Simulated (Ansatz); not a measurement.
The elements of this relaxed trial crystal are hidden behind letters.

```
lattice vectors (Å)
  -2.8895    2.8895    2.8895
   2.8895   -2.8895    2.8895
   2.8895    2.8895   -2.8895
fractional positions
X 0.0000 0.0000 0.0000
Z 0.5000 0.5000 0.0000
Z 0.5000 0.0000 0.5000
Z 0.0000 0.5000 0.5000
Q 0.5000 0.5000 0.5000
Q 0.0000 0.0000 0.5000
Q 0.0000 0.5000 0.0000
Q 0.5000 0.0000 0.0000
```

These are results of DFT PBE, scalar-relativistic, plane waves, PAW (Ansatz), not measurements. The final run on the 8-atom cell used 420 eV, a Γ-centred 10×10×10 mesh, 0.10 eV smearing and no spin polarisation.

* Space group: Im-3m (No. 229)
* Conventional cell: a = 5.779 Å
* Volume per atom: 12.06 Å³
* Density: 2.56 g/cm³
* Energy over the elements: −0.13 eV/atom
* Gap on the 10×10×10 mesh of the 8-atom cell: 0 eV (a metal)

Energies are uncorrected and count from the elements' standard states at the same level.

Question: X is an s-block element of period 4, Z is a p-block element of period 2 and Q is a p-block element of period 2. Which elements are they?

Answer: X = Ca, Z = B, Q = F, so the formula is CaB3F4. Density times volume gives a mean mass of 2.56 × 12.06/1.6605 = 18.6 u per atom, and this set has 18.6 u. Among the elements that the hints allow, noble gases aside, only these give it. Ca is surrounded by 8 F at 2.50 Å and 6 B at 2.89 Å; B is surrounded by 8 F at 2.50 Å, 2 Ca at 2.89 Å and 4 B at 2.89 Å; F is surrounded by 2 Ca at 2.50 Å, 6 B at 2.50 Å and 6 F at 2.89 Å.

An odd number of electrons in the primitive cell allows no gap without spin; a larger cell or a magnetic state could open one. Symmetry constrained the relaxation, so the result can be a saddle point.
